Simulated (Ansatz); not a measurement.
Total density of states per atom from plane-wave PAW r²SCAN (Ansatz code), in 0.25 eV bins, energy from the Fermi level:

```
E (eV) | states/eV/atom
    -7.85 | ## 0.09
    -7.60 | #### 0.23
    -7.35 | ###### 0.35
    -7.10 | ########### 0.61
    -6.85 | ###### 0.35
    -6.60 | ############# 0.74
    -6.35 | ######## 0.49
    -6.10 | ######### 0.55
    -5.85 | ########### 0.65
    -5.60 | ############ 0.72
    -5.35 | ##### 0.26
    -5.10 | ####### 0.41
    -4.85 | ############ 0.68
    -4.60 | ################### 1.13
    -4.35 | ############ 0.71
    -4.10 | ############## 0.83
    -3.85 | ################### 1.14
    -3.60 | ##################### 1.21
    -3.35 | ############# 0.77
    -3.10 | #################### 1.17
    -2.85 | ############### 0.87
    -2.60 | ######################## 1.41
    -2.35 | ############################## 1.75
    -2.10 | ######################### 1.46
    -1.85 | ########################### 1.56
    -1.60 | ########################### 1.56
    -1.35 | ############## 0.80
    -1.10 | ########### 0.64
    -0.85 | ############ 0.71
    -0.60 | ######### 0.54
    -0.35 | ############# 0.77
    -0.10 | ############### 0.87
     0.15 | ####### 0.39
     0.40 | ######### 0.52
     0.65 | ########## 0.58
     0.90 | ############ 0.71
     1.15 | ################ 0.93
     1.40 | ############### 0.90
     1.65 | #################### 1.18
     1.90 | ###################### 1.29
     2.15 | ################# 0.99
     2.40 | ########### 0.63
     2.65 | ######### 0.53
     2.90 | ###### 0.33
     3.15 | #### 0.23
     3.40 | #### 0.26
     3.65 | ##### 0.30
     3.90 | ##### 0.30
     4.15 | ######### 0.53
     4.40 | ####### 0.42
     4.65 | #### 0.22
```

Q: Pick the material that matches.
A) FeSi2, P4/mmm (Fe on 1c, Si on 2g)
B) Fe3Rh, Fm-3m (Fe on 8c, Fe on 4a, Rh on 4b)
C) LiC6, Cmmm (C on 4i, C on 4i, C on 4i, Li on 2c)
D) Fe3C, P6_322 (Fe on 6g, C on 2c)

A: D, Fe3C, P6_322 (Fe on 6g, C on 2c). Within 0.5 eV of the Fermi level: Fe 3d 85 %, C 2p 7 %. Projections are on Löwdin-orthogonalised atomic valence shells; empty p or d shells of many metals are not among them.

The workflow started from a Materials Project entry (that database holds measured and hypothetical structures alike); the Crystallography Open Database copy checked does not list it. COD files the formula under space group No. 62, so this cell is another polymorph or a model. Its standing as an ambient phase is unchecked. The cell was relaxed with r²SCAN under the symmetry of its start; whether a distortion lowers the energy is not shown. Magnetic state: ferromagnetic, chosen from 5 collinear starts compared on coarse meshes (ties went to the first, and starts can fall back to one state), not a proven ground state. Other orbital occupations within this spin state were not tried.

Potentials: the later of the program's two PAW sets.
